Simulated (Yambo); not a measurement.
KNH$_{2}$ (space group P2_1/m, No. 11): a test of whether the lowest BSE state is resolved, against the k mesh (Yambo, LDA bands; otherwise 6 valence and 11 conduction bands, static screening with 54 bands and a 3 Ry block, scissor 2.28 eV, Tamm-Dancoff).

```
k mesh  direct gap (eV)  lowest state (eV)  difference (eV)  k points taking part              rough cost
------  ---------------  -----------------  ---------------  --------------------  ----------------------
2×2×1              4.22               2.98             1.24                   1.0              about 1/40
2×4×2              4.22               3.08             1.15                   1.4              about 1/10
4×4×2              4.22               3.27             0.95                   1.3               about 1/5
4×4×4              4.22               3.36             0.86                   2.2  within a factor of two
4×6×4              4.22               3.41             0.81                   3.0                       1
```

The last step moves the difference by 0.05 eV. Even the densest mesh doesn't resolve the state: none of these energies is a result, and the difference is no binding energy.

These are vertical excitations (zero momentum). The scissor comes from a G0W0 run whose convergence isn't established; costs are rough.

Geometry of the Materials Project entry, not relaxed at this level; primitive cell a = 4.5476 Å, b = 3.7393 Å, c = 6.1855 Å, α = γ = 90.00°, β = 95.31°.
